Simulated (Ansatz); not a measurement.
WSi2: pressure against volume

WSi2, I4/mmm, a = 3.203 Å, c = 7.816 Å. Ansatz: PBEsol, PAW, 420 eV, Γ-centred 18×18×18 mesh on 3 atoms, Gaussian smearing 0.10 eV; no spin polarisation. Shape and atoms are relaxed at each volume; pressure is positive in compression.

```
V (Å³/atom) P (GPa)
     12.559    16.37
     12.960     7.53
     13.361    -0.01
     13.761    -6.43
     14.162        ?
```

Take V0 = 13.361 Å³/atom, count pressures from its P0 = -0.01 GPa, fit the third-order Birch–Murnaghan form to the other rows, and predict the missing pressure.

With the Eulerian strain f = ½[(V0/V)^(2/3) − 1] and y = (P − P0)/[3f(1 + 2f)^(5/2)], the form is the line y = B0 + 1.5 B0 (B0′ − 4) f. Rows (f, y): 0.02107, 233.7; 0.01026, 232.8; -0.00974, 230.8. Means f = 0.007197, y = 232.43; Σ(Δf)² = 0.0004887, ΣΔfΔy = 0.04636; the slope is their ratio. y = 231.8 + 94.86 f GPa, so B0 = 231.8 GPa and B0′ = 4 + 2 × (94.86)/(3 × 231.8) = 4.27. At V = 14.162, f = -0.01904, y = 229.99 and P = -11.93 GPa. The run gave -11.87 GPa, so the fit is 0.06 GPa too low, a small miss on the scale of the series. The form still works here, 33 % of the fitted range beyond its end.

Spin–orbit coupling is left out, which can shift energies with elements as heavy as these.